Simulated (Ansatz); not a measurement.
# RuS2 — 101Ru nuclear quadrupole resonance

Cell: a structure deposited in the COD, its atoms then relaxed with PBE in this cell.

Space group Pa-3 (No. 205); a = 5.5700 Å.

```
site  Wyckoff  site symmetry       x       y       z
  Ru       4a           .-3.  0.0000  0.0000  0.0000
   S       8c            .3.  0.6132  0.6132  0.6132
```

One atom of each set is listed.

All values are calculated (Ansatz; DFT, r2SCAN, plane waves and PAW, scalar-relativistic, collinear spin, 500 eV cutoff, Γ-centred 6×6×6 k-points, Fermi–Dirac smearing 0.05 eV), not measured. Start moments as typed (μB): 2 on each Ru, none on the rest.

101Ru: I = 5/2, Q = 457.0 mb (year-2017 value). Static lattice, zero field.

**Question.** The simulated lines lie at 7.63, 15.3 MHz. What are |C_Q|, η and |V_zz| at Ru?

**Answer.** For I = 5/2 and η = 0 the lines are 3|C_Q|/20 and twice that; η pulls their ratio below 2. Here |C_Q| = 50.9 MHz, η = 0.00 and |V_zz| = 4.61 × 10²¹ V/m². The calculation gives V_zz negative; the lines don't show the sign. The site has 6 S at 2.33 Å.

An axis of threefold or higher order runs through Ru, so V_zz lies along it and η is zero.

At this cell the r2SCAN pressure is 7 GPa, so with r2SCAN the cell would grow if it were relaxed. The program didn't check the stability of this electronic state in full, so a lower one may lie near. Without spin–orbit coupling (the program notes it for Ru) the gradients can shift somewhat, as the gap is small. With these PAW files V_zz is typically within 2 to 3 % of all-electron values, but misses above 10 % occur on Ru. The start moments die out, and the run ends without spin.
